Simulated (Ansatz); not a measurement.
Data:

HfGe2:
```
CELL_PARAMETERS angstrom
      1.87092    -7.32245     0.00000
      1.87092     7.32245     0.00000
      0.00000     0.00000     3.71023
ATOMIC_POSITIONS crystal
  Hf 0.10490 0.89510 0.75000
  Hf 0.89510 0.10490 0.25000
  Ge 0.43933 0.56067 0.75000
  Ge 0.56067 0.43933 0.25000
  Ge 0.25029 0.74971 0.25000
  Ge 0.74971 0.25029 0.75000
```

This is the LDA-relaxed structure.

Question: All from LDA in the plane-wave PAW code Ansatz, unless another level is named. Estimate the electronic character.

Answer: metallic (no gap).

Question: What about the density of states at the Fermi level?

Answer: 0.25 states/eV per atom (mean over ±0.08 eV).

Question: What about the formation energy from the elements (no fitted shifts)?

Answer: -0.58 eV/atom.

Space group Cmcm. The workflow started from a Materials Project entry (that database holds measured and hypothetical structures alike); the Crystallography Open Database files this formula in space group No. 63, but the cells were not matched. Whether it is the stable phase at ambient conditions was not checked. The LDA relaxation kept the symmetry of its start; whether a distortion lowers the energy is not shown. No spin polarisation was allowed. The references are the lowest solids computed at this level, not always the standard phases. Spin–orbit coupling is left out wherever it is not named.

Potentials: the later of the program's two PAW sets.
